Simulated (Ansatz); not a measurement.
Cell and atoms are relaxed with the symmetry kept. Start:

```
CELL_PARAMETERS angstrom
4.57260 0.00000 0.00000
-2.28630 3.95999 0.00000
0.00000 0.00000 6.37440
ATOMIC_POSITIONS crystal
V 0.50000 0.00000 0.00000
V 0.50000 0.50000 0.66667
V 0.00000 0.50000 0.33333
Si 0.16260 0.32520 0.00000
Si 0.83740 0.16260 0.66667
Si 0.67480 0.83740 0.33333
Si 0.83740 0.67480 0.00000
Si 0.16260 0.83740 0.66667
Si 0.32520 0.16260 0.33333
```

All numbers below come from DFT PBEsol, scalar-relativistic, plane waves, PAW (Ansatz 0.2.0).

Plane waves to 420 eV, a k mesh through Γ of 12×12×6 on the computed 9-atom cell and Gaussian smearing (0.10 eV); no spin polarisation.

Q: What does it relax to?

A: The volume drops by 0.39 Å³/atom to 12.44 Å³/atom, and the energy falls by 6.6 meV/atom. Final structure:
```
CELL_PARAMETERS angstrom
4.52175 0.00000 0.00000
-2.26087 3.91595 0.00000
0.00000 0.00000 6.32289
ATOMIC_POSITIONS crystal
V 0.50000 0.00000 0.00000
V 0.50000 0.50000 0.66667
V 0.00000 0.50000 0.33333
Si 0.16325 0.32650 0.00000
Si 0.83675 0.16325 0.66667
Si 0.67350 0.83675 0.33333
Si 0.83675 0.67350 0.00000
Si 0.16325 0.83675 0.66667
Si 0.32650 0.16325 0.33333
```

Cost: 1 run of about 2.2 core-minutes, on Intel Xeon 6975P-C (Granite Rapids) (shared hosts).